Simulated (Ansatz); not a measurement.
Cr2N:
```xyz
6
Lattice="4.5851 0.0000 0.0000 0.0000 2.8427 0.0000 -0.2669 0.0000 4.9249" Properties=species:S:1:pos:R:3 pbc="T T T"
N      0.0000     0.0000     0.0000
Cr     3.1814     1.4213     4.0430
Cr     1.1368     1.4213     0.8819
N     -0.1334     1.4213     2.4625
Cr     3.3148     0.0000     1.5806
Cr     1.0034     0.0000     3.3444
```
Starting moments (μB, in the order of the atoms N Cr Cr N Cr Cr): -0.1 2.9 2.9 0.1 -2.9 -2.9.

Relaxed with r²SCAN. Special points in fractions of this cell's reciprocal vectors: Γ (0.000, 0.000, 0.000); Z (0.000, 0.500, 0.000); D (0.000, 0.500, 0.500); B (0.000, 0.000, 0.500); A (-0.500, 0.000, 0.500); E (-0.500, 0.500, 0.500); C2 (-0.500, 0.500, 0.000); Y2 (-0.500, 0.000, 0.000).

Problem. List the band energies nearest the Fermi level at these points for the program Ansatz at the r²SCAN level (PAW).

Solution. In eV from the Fermi level; about four levels below and three above (degenerate sets whole), none deeper than 8.9 eV; points with the same levels are listed once.

```tsv
k	below	above
Γ ↑	-1.23 -0.94 -0.82 -0.50	0.27 0.64 0.85
Z ↑	-1.89 -0.78 -0.71 -0.66	0.71 1.22 2.36
D ↑	-1.59 -1.34 -0.39 -0.34	0.37 0.53 1.13
B ↑	-0.92 -0.88 -0.71 -0.32	0.43 1.29 1.41
A ↑	-1.19 -0.94 -0.51 -0.17	0.36 1.33 1.71
E ↑	-1.77 -0.89 -0.84 -0.47	0.52 0.80 1.32
C2 ↑	-1.55 -1.51 -1.01 -0.56	0.28 0.84 2.16
Y2 ↑	-1.02 -0.80 -0.71 -0.49	0.12 0.71 0.99
```

Space group C2/m. The cell is a constructed one: a structure type filled with these elements; neither database checked (COD, Materials Project) lists it. COD files the formula under space group No. 162, so this cell is another polymorph or a model. Its standing as an ambient phase is unchecked. The r²SCAN relaxation kept the symmetry of its start, as lowered by the spin order; whether a distortion lowers the energy is not shown. The final state is antiferromagnetic, chosen from 5 collinear starts compared on coarse meshes (ties went to the first, and starts can fall back to one state), not a proven ground state. Other orbital occupations within this spin state were not tried. No Hubbard U is applied. For itinerant 3d metals, meta-GGAs of the SCAN family and hybrids are commonly reported to give too large moments. Point labels and valley counts follow the cell and symmetry of the run, lower than the named group.

Potentials: the earlier of the program's two PAW sets.
